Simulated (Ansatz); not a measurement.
The end point of a relaxation of PbS. Calculation: r2SCAN (plane waves to 500 eV, PAW, scalar-relativistic; Ansatz, a quantum-chemistry and plane-wave program).

```cif
data_PbS
_chemical_formula_sum 'Pb1 S1'
_space_group_name_H-M_alt 'P 1'
_space_group_IT_number 1
_cell_length_a 4.22507
_cell_length_b 4.22507
_cell_length_c 4.22507
_cell_angle_alpha 60.000
_cell_angle_beta 60.000
_cell_angle_gamma 60.000
loop_
_space_group_symop_operation_xyz
  'x, y, z'
loop_
_atom_site_label
_atom_site_type_symbol
_atom_site_fract_x
_atom_site_fract_y
_atom_site_fract_z
_atom_site_occupancy
Pb1 Pb 0.00000 0.00000 0.00000 1
S1 S 0.50000 0.50000 0.50000 1
```

**Question.** Find the space group and the Wyckoff positions (tolerance 0.01 Å).

**Answer.** Space group Fm-3m (No. 225); a = b = c = 5.9751 Å, α = β = γ = 90.00°

```csv
atom,site,symmetry,x,y,z
Pb,4a,m-3m,0.0000,0.0000,0.0000
S,4b,m-3m,0.5000,0.5000,0.5000
```

This is the rock salt type.

**Question.** Give the shortest distances between elements (the closest pairs, up to four, under 3.6 Å).

**Answer.** Pb–S 2.99 Å.

| Property | Value |
|---|---|
| Volume per atom | 26.67 Å³ |
| Band gap | 0.70 eV, direct at L (no spin-orbit coupling) |

No spin polarisation in the result. Spin-orbit coupling is missing; with elements this heavy it can move band edges by tenths of an eV or more.

It was reached from a disturbed copy of a I4₁/amd (No. 141) cell (AFLOW prototype AB_tI8_141_a_b ("40", as in NbP)), against which it lies -0.36 eV/atom.
